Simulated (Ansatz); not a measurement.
## LaSe2, relaxed from a CdCl2-type start to space group Fm-3m (read at 0.02 Å)

Level of theory: DFT, PBEsol, scalar-relativistic, no spin polarisation; plane waves to 420 eV with PAW datasets (Ansatz 0.2.0), 8×8×8 k-mesh, Gaussian smearing of 0.05 eV. The datasets are Ansatz's generated set soft_2.

```
La Se
1.0
     2.48104    1.43243    4.06266
    -2.48104    1.43243    4.06266
     0.00000   -2.86486    4.06266
La Se
1 2
Direct
  0.00000 0.00000 0.00000
  0.24973 0.24973 0.24973
  0.75027 0.75027 0.75027
```

The start was a prototype's sites filled with these elements, not a measured cell.

The cell has space group R-3m (read at 0.01 Å). In it the stress is 0.02, 0.02, -0.02, 0.00, 0.00, 0.00 GPa and the largest force component 0.001 eV/Å. Each change below starts from this cell, without further relaxation. Stress is in GPa, positive in compression, in the order xx, yy, zz, yz, xz, xy; energies are counted from the cell above and are free energies with the smearing's entropy, which match forces and stress in a metal.

Question: What happens when atom 2 (Se) is moved by 0.20 Å along x?

Answer: The energy changes by 69.7 meV per cell, and the force on it along the shift is -0.723 eV/Å (−F/u = 3.62 eV/Å²). Stress: 0.67, 0.49, 0.17, 0.41, 1.20, 1.64.
| atom | Fx (eV/Å) | Fy | Fz |
| --- | --- | --- | --- |
| La1 | 0.375 | 0.145 | 0.102 |
| Se2 | -0.723 | -0.162 | -0.115 |
| Se3 | 0.348 | 0.017 | 0.012 |
In a harmonic crystal the energy would rise by −½F·u = ½ × 3.62 × 0.20² eV = 72.3 meV, close to the run's value; the rest is anharmonic or numerical.

Question: What stress follows from an engineering strain of 3 % in zz, atoms carried along?

Answer: -1.14, -1.14, -2.33, 0.00, 0.00, 0.00 GPa; the energy changes by 20.3 meV per cell.
| atom | Fx (eV/Å) | Fy | Fz |
| --- | --- | --- | --- |
| La1 | 0.000 | 0.000 | 0.000 |
| Se2 | 0.000 | 0.000 | -0.129 |
| Se3 | 0.000 | 0.000 | 0.129 |
The change of the stress over the strain gives a clamped-atom stiffness of about 77 GPa for this component, a secant value that lies under the elastic constant in tension and over it in compression, by several per cent for each per cent of strain.
In a harmonic crystal the energy would rise by V(½Cε² − σ₀ε), with σ₀ the stress of the unstrained cell, = 19.0 meV, close to the run's value; the rest has the sign of the anharmonic part, which a secant stiffness overstates.

For elements this heavy, spin–orbit coupling would shift levels and gaps; it isn't included here. The cell is a metal with an odd number of electrons, and spin polarisation wasn't tried.
